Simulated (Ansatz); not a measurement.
Ansatz input file:

```yaml
crystal:
  lattice:
    - [5.1959501313, 0.0, 0.0]
    - [-2.5979750656, 4.4998248105, 0.0]
    - [0.0, 0.0, 4.23996]
  atoms:
    - { symbol: Mn, position: [0.33333333, 0.66666667, 0.75], spin: 3.76 }
    - { symbol: Mn, position: [0.66666667, 0.33333333, 0.25], spin: 3.76 }
    - { symbol: Cu, position: [0.668147, 0.8340735, 0.25] }
    - { symbol: Cu, position: [0.1659265, 0.331853, 0.25] }
    - { symbol: Cu, position: [0.331853, 0.1659265, 0.75] }
    - { symbol: Cu, position: [0.8340735, 0.1659265, 0.75] }
    - { symbol: Cu, position: [0.8340735, 0.668147, 0.75] }
    - { symbol: Cu, position: [0.1659265, 0.8340735, 0.25] }
basis:
  ecutwfc: 420
kpoints:
  mp_grid: { grid: [12, 12, 8] }
hamiltonian:
  xc: pbesol
scf:
  occupations: { method: gaussian, width: 0.1 }
output:
  forces: true
  stress: true
  eigenvalues: true
  populations: true
magnetization:
  spin_polarized: true
```

Run as
```bash
ansatz run input.yaml --threads 2 --pin off --max-ram 5120MiB --backend cpu --events-out ev --progress --plain --runs-dir out
```

Method: Ansatz 0.2.0, DFT PBEsol, scalar-relativistic, plane waves, PAW.

Part of what the program printed, abridged:

```
Pseudopotentials: kind: paw
Pseudopotential: Mn, paw, valence charge 15, recommended cutoff 420 eV (normal)
Pseudopotential: Cu, paw, valence charge 19, recommended cutoff 420 eV (normal)
Functional definition: PBEsol
Crystal: 8 atoms, lattice volume = 99.134 Å³
Basis set: ecut = 420 eV, 1941 PW (Γ), exchange–correlation on 72×72×60 points (8 copies of the dense FFT grid, shifted against one another)
Bands: 91, of which v1, the nominal top of the filled ones, is band 72 counted from 1 (71 counted from 0)
Symmetry: 24 space group operations
Space group: P63/mmc (ITA 194), of the structure as read, at distance tolerance 4.6e-5 Å
Magnetic group: BNS 194.263 (UNI 1493), of the structure as read, at distance tolerance 4.6e-5 Å
k-points: 95 of 1152
Initial density: superposition of atomic densities (chi_scale 0.1, normalization cell)
Starting moments: Σ|m| = 7.52 μB on 2 of 8 sites
Initial wavefunctions: pseudopotential atomic-orbital guess
Functional: x = pbesol(κ = 0.804, μ = 0.12345679), c = pbesol(β = 0.046)
SCF iter   1: F=—  HF=-47277.241235 eV  |F-HF|=—  |Δ(HF+E_count)|=         —  Δρ=1.97e-1 (↑1.35e-1 ↓1.97e-1) dr2=7.56e1  dr2_m=9.22e-1  M=7.744 μB ∫|m|=8.106 μB  β_m=0.30  ethr=3.10e-3  ⟨swp⟩=4.2  Hψ=50712  notcnv=0  defer=260
Mixer restart at iter 1: flushing history
spin=Collinear: Kerker preconditioning applied to the charge; magnetization (m = ρ↑ − ρ↓) channel mixes plain (no charge-response kernel on spin).
SCF iter   2: F=—  HF=-47271.121176 eV  |F-HF|=—  |Δ(HF+E_count)|=    6.12e0  Δρ=2.29e-2 (↑2.14e-2 ↓2.29e-2) dr2=1.09e0  dr2_m=8.07e-2  M=7.677 μB ∫|m|=8.152 μB  β_m=0.30  ethr=3.10e-3  ⟨swp⟩=3.0  Hψ=38430  notcnv=0  defer=1878
SCF iter   3: F=—  HF=-47269.762201 eV  |F-HF|=—  |Δ(HF+E_count)|=    1.36e0  Δρ=3.69e-2 (↑2.22e-2 ↓3.69e-2) dr2=3.56e0  dr2_m=9.36e-2  M=7.716 μB ∫|m|=8.262 μB  β_m=0.44  ethr=7.58e-4  ⟨swp⟩=2.9  Hψ=34241  notcnv=0  defer=1923
SCF iter   4: F=—  HF=-47268.883544 eV  |F-HF|=—  |Δ(HF+E_count)|=   8.79e-1  Δρ=7.71e-3 (↑7.71e-3 ↓6.78e-3) dr2=2.49e-1  dr2_m=1.46e-3  M=7.638 μB ∫|m|=8.341 μB  β_m=0.58  ethr=7.58e-4  ⟨swp⟩=2.0  Hψ=26593  notcnv=0  defer=1923
SCF iter   5: F=—  HF=-47268.961382 eV  |F-HF|=—  |Δ(HF+E_count)|=         —  Δρ=5.45e-3 (↑5.45e-3 ↓5.20e-3) dr2=6.21e-2  dr2_m=2.74e-3  M=7.635 μB ∫|m|=8.357 μB  β_m=0.58  ethr=1.73e-4  ⟨swp⟩=2.0  Hψ=28720  notcnv=0  defer=1919
Mixer restart at iter 5: flushing history
SCF iter   6: F=—  HF=-47268.994107 eV  |F-HF|=—  |Δ(HF+E_count)|=   3.27e-2  Δρ=4.57e-3 (↑3.40e-3 ↓4.57e-3) dr2=2.74e-2  dr2_m=1.06e-3  M=7.635 μB ∫|m|=8.362 μB  β_m=0.79  ethr=4.31e-5  ⟨swp⟩=2.0  Hψ=24181  notcnv=0  defer=1919
SCF iter   7: F=—  HF=-47269.018168 eV  |F-HF|=—  |Δ(HF+E_count)|=   2.41e-2  Δρ=2.19e-3 (↑2.19e-3 ↓1.83e-3) dr2=3.81e-3  dr2_m=2.34e-3  M=7.659 μB ∫|m|=8.391 μB  β_m=0.89  ethr=1.91e-5  ⟨swp⟩=2.0  Hψ=27721  notcnv=0  defer=1919
SCF iter   8: F=—  HF=-47269.015342 eV  |F-HF|=—  |Δ(HF+E_count)|=   2.83e-3  Δρ=1.43e-3 (↑1.43e-3 ↓9.27e-4) dr2=6.43e-3  dr2_m=8.66e-5  M=7.662 μB ∫|m|=8.390 μB  β_m=0.80  ethr=2.65e-6  ⟨swp⟩=2.0  Hψ=29076  notcnv=0  defer=1919
SCF iter   9: F=—  HF=-47269.015543 eV  |F-HF|=—  |Δ(HF+E_count)|=   2.01e-4  Δρ=1.25e-3 (↑1.10e-3 ↓1.25e-3) dr2=2.40e-3  dr2_m=7.16e-5  M=7.664 μB ∫|m|=8.395 μB  β_m=0.58  ethr=2.65e-6  ⟨swp⟩=2.0  Hψ=24677  notcnv=0  defer=1919
SCF iter  10: F=—  HF=-47269.015035 eV  |F-HF|=—  |Δ(HF+E_count)|=   5.08e-4  Δρ=4.68e-4 (↑3.54e-4 ↓4.68e-4) dr2=3.67e-4  dr2_m=3.26e-6  M=7.664 μB ∫|m|=8.395 μB  β_m=0.79  ethr=1.67e-6  ⟨swp⟩=2.0  Hψ=23964  notcnv=0  defer=1919
SCF iter  11: F=—  HF=-47269.014990 eV  |F-HF|=—  |Δ(HF+E_count)|=   4.49e-5  Δρ=1.10e-4 (↑9.43e-5 ↓1.10e-4) dr2=2.40e-5  dr2_m=8.52e-8  M=7.664 μB ∫|m|=8.395 μB  β_m=0.90  ethr=2.55e-7  ⟨swp⟩=2.0  Hψ=23432  notcnv=0  defer=1919
SCF iter  12: F=—  HF=-47269.014988 eV  |F-HF|=—  |Δ(HF+E_count)|=   2.75e-6  Δρ=3.07e-5 (↑3.07e-5 ↓3.03e-5) dr2=3.56e-6  dr2_m=2.74e-8  M=7.664 μB ∫|m|=8.395 μB  β_m=0.95  ethr=1.66e-8  ⟨swp⟩=2.0  Hψ=24214  notcnv=0  defer=1919
SCF iter  13: F=—  HF=-47269.014988 eV  |F-HF|=—  |Δ(HF+E_count)|=   1.38e-7  Δρ=1.11e-5 (↑7.36e-6 ↓1.11e-5) dr2=3.55e-7  dr2_m=6.12e-9  M=7.664 μB ∫|m|=8.395 μB  β_m=0.97  ethr=2.48e-9  ⟨swp⟩=1.9  Hψ=19942  notcnv=0  defer=1919
SCF iter  14: F=—  HF=-47269.014988 eV  |F-HF|=—  |Δ(HF+E_count)|=   1.33e-8  Δρ=3.69e-6 (↑2.20e-6 ↓3.69e-6) dr2=2.74e-8  dr2_m=5.72e-10  M=7.664 μB ∫|m|=8.395 μB  β_m=0.99  ethr=2.47e-10  ⟨swp⟩=1.8  Hψ=19002  notcnv=0  defer=1919
SCF iter  15: F=-47269.014987 eV  HF=-47269.014987 eV  |F-HF|=5.85e-9  |Δ(HF+E_count)|=   2.79e-9  Δρ=1.86e-6 (↑7.78e-7 ↓1.86e-6) dr2=6.64e-9  dr2_m=3.06e-10  M=7.664 μB ∫|m|=8.395 μB  ethr=1.90e-11  ⟨swp⟩=8.0  Hψ=81104  notcnv=0
SCF 1 converged in 15 iterations: F = -47269.014987 eV  dr2 = 6.64e-9
SCF converged after 15 iterations
Magnetization: 7.6640 μB (75.8320 up, 68.1680 down)
Absolute magnetization: 8.4083 μB (∫|ρ↑−ρ↓|, with the PAW one-centre terms)
Spin contamination: 0.4690 ħ² per cell (⟨S²⟩ above its minimum at these occupations)
Per-site moments (μB) at R_I (Å): [(3.51254961, 1.07166823), (3.51254961, 1.07166823), (0.08123593, 1.06690545), (0.08123593, 1.06690545), (0.08123593, 1.06690545), (0.08123593, 1.06690545), (0.08123593, 1.06690545), (0.08123593, 1.06690545)]
Free energy (F): -47269.014987 eV
Harris-Foulkes:  -47269.014987 eV  (|F-HF|=5.85e-9)
Internal energy: -47268.993944 eV  (E = F + TS)
E sigma→0 (E₀):  -47269.004466 eV
Entropy (-TS):   -0.021043 eV (-2.630 meV/atom)
Fermi energy:    16.325136 eV
--- Per-component energies (eV) ---
  E_band       = -2660.087067
  E_kinetic    = 2402.382937
  E_local      = -28490.228375  (includes V_loc(G=0)·N_el)
  E_nonlocal   = 2832.009570
  E_hartree    = 12427.738157
  E_xc         = -758.456846
  E_vxc        = -980.559728  (∫ρ·V_xc dr)
  E_paw        = -12293.038574  (= ΣΔE_a)
  E_vpaw       = -3279.176146  (= ΣTr[D̂ρ^β])
  E_aug_tail   = 0.001415  (compensation charges beyond the density's cutoff)
  E_ewald      = -23390.978742
  E_core_change = 1.576514  (= ΣΔE_core)
  E_smearing   = -0.021043  (= −TS)
--- Forces (eV/Å), atoms counted from 1 ---
  atom   1  Mn     0.00000000     0.00000000     0.00000000
  atom   2  Mn     0.00000000     0.00000000     0.00000000
  atom   3  Cu     0.04605118     0.02658766     0.00000000
  atom   4  Cu     0.00000000    -0.05317532     0.00000000
  atom   5  Cu    -0.04605118    -0.02658766     0.00000000
  atom   6  Cu     0.04605118    -0.02658766     0.00000000
  atom   7  Cu     0.00000000     0.05317532     0.00000000
  atom   8  Cu    -0.04605118     0.02658766     0.00000000
--- Stress (GPa, compression-positive) ---
       -6.136011       0.000000       0.000000
        0.000000      -6.136011       0.000000
        0.000000       0.000000      -5.615315
  P = ⅓ Tr σ = -5.9624 GPa (-59.624 kbar)
--- Band table (eV; the first three rows and the last of 190) ---
  k-point 0 ↑: bands = ["-96.2486", "-96.2413", "-96.2413", "-96.2411", "-96.2376", "-96.2376", "-64.5154", "-64.5149", "-53.8036", "-53.8036", "-53.7953", "-53.7953", "-53.7849", "-53.7825", "-53.7708", "-53.7638", "-53.7609", "-53.7609", "-53.7579", "-53.7310", "-53.7310", "-53.7216", "-53.7092", "-53.7092", "-53.7062", "-53.7062", "-33.4311", "-33.4311", "-33.4273", "-33.4273", "-33.2853", "-33.2815", "7.0735", "11.0407", "11.2413", "11.2413", "11.4963", "11.4963", "11.5533", "11.6345", "11.7541", "11.7541", "11.9023", "13.0216", "13.0799", "13.0971", "13.0971", "13.1404", "13.1404", "13.1769", "13.1769", "13.2028", "13.3400", "13.3400", "13.3743", "13.3743", "13.3995", "13.3995", "13.452 ...
  k-point 1 ↑: bands = ["-96.2483", "-96.2414", "-96.2412", "-96.2412", "-96.2377", "-96.2377", "-64.5154", "-64.5149", "-53.8044", "-53.8044", "-53.7965", "-53.7965", "-53.7841", "-53.7811", "-53.7708", "-53.7646", "-53.7587", "-53.7587", "-53.7575", "-53.7313", "-53.7313", "-53.7234", "-53.7091", "-53.7091", "-53.7063", "-53.7063", "-33.4309", "-33.4309", "-33.4275", "-33.4275", "-33.2852", "-33.2817", "7.2132", "10.9686", "11.1494", "11.1494", "11.4606", "11.5075", "11.5075", "11.6588", "11.9372", "11.9372", "12.0742", "12.6596", "12.6596", "12.7336", "13.0655", "13.1284", "13.1543", "13.1543", "13.2200", "13.2200", "13.3580", "13.3580", "13.3728", "13.3728", "13.7250", "13.7530", "13.753 ...
  k-point 2 ↑: bands = ["-96.2475", "-96.2422", "-96.2407", "-96.2407", "-96.2381", "-96.2381", "-64.5154", "-64.5150", "-53.8059", "-53.8059", "-53.7993", "-53.7993", "-53.7818", "-53.7776", "-53.7708", "-53.7669", "-53.7558", "-53.7531", "-53.7531", "-53.7326", "-53.7326", "-53.7286", "-53.7088", "-53.7088", "-53.7066", "-53.7066", "-33.4305", "-33.4305", "-33.4278", "-33.4278", "-33.2851", "-33.2824", "7.6253", "10.6746", "11.0569", "11.0569", "11.3717", "11.4950", "11.4950", "11.6932", "12.2319", "12.2319", "12.3030", "12.3030", "12.3247", "12.3804", "13.0509", "13.1188", "13.1188", "13.1933", "13.2856", "13.2856", "13.3698", "13.3698", "13.4393", "13.4393", "13.5478", "13.8702", "13.870 ...
  k-point 94 ↓: bands = ["-96.0909", "-96.0909", "-96.0906", "-96.0906", "-96.0880", "-96.0880", "-60.7019", "-60.7019", "-53.6485", "-53.6485", "-53.6417", "-53.6417", "-53.6312", "-53.6312", "-53.6148", "-53.6148", "-53.5985", "-53.5985", "-53.5972", "-53.5972", "-53.5929", "-53.5929", "-53.5903", "-53.5903", "-53.5720", "-53.5720", "-29.6550", "-29.6550", "-29.6548", "-29.6548", "-29.6013", "-29.6013", "11.0177", "11.0177", "11.0718", "11.0718", "11.5736", "11.5736", "12.5154", "12.5154", "12.5621", "12.5621", "12.6757", "12.6757", "12.7903", "12.7903", "12.9910", "12.9910", "13.0472", "13.0472", "13.2130", "13.2130", "13.3433", "13.3433", "13.5086", "13.5086", "13.7201", "13.7201", "13.9 ...
--- Löwdin populations: 8 sites ---
  site symbol q [e]    m [muB]
     0     Mn     14.6766     3.7796
     1     Mn     14.6766     3.7796
     2     Cu     18.8503     0.0491
     3     Cu     18.8503     0.0491
     4     Cu     18.8503     0.0491
     5     Cu     18.8503     0.0491
     6     Cu     18.8503     0.0491
     7     Cu     18.8503     0.0491
  spilling = 0.010728 (of n_electrons = 144.000000)
```

The run converged.

It took 2.2 min on 2 threads of Arm Neoverse V2, on a shared host, peak memory 1.4 GiB.

Only parallel moments were tried here.